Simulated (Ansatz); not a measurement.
CoRu3 (P-6m2) at 2 levels of theory

One geometry, relaxed with PBE; plane waves with PAW potentials in Ansatz, scalar-relativistic. Collinear spin, ending at 1.3 μB a primitive cell. Gaps are the least over mesh and band path; pressure is positive in compression.

```
CELL_PARAMETERS angstrom
2.69330 0.00000 0.00000
-1.34665 2.33246 0.00000
0.00000 0.00000 8.36809
ATOMIC_POSITIONS crystal
Co 0.66667 0.33333 0.00000
Ru 0.33333 0.66667 0.75505
Ru 0.33333 0.66667 0.24495
Ru 0.66667 0.33333 0.50000
```

```tsv
level	cutoff (eV)	k mesh	gap (eV)	pressure (GPa)	largest moment (μB)
PBE	420	18×18×6	0	0.0	1.35
```

**Question.** What comes out on the same cell with r2SCAN?

**Answer.**
```json
{"level": "r2SCAN", "cutoff (eV)": "500", "k mesh": "18×18×6", "gap (eV)": "0", "pressure (GPa)": "-4.8", "largest moment (μB)": "1.85"}
```

The state reached may not be the lowest one.

The structure comes from a generated guess; another structure or a mixture of phases may lie lower.
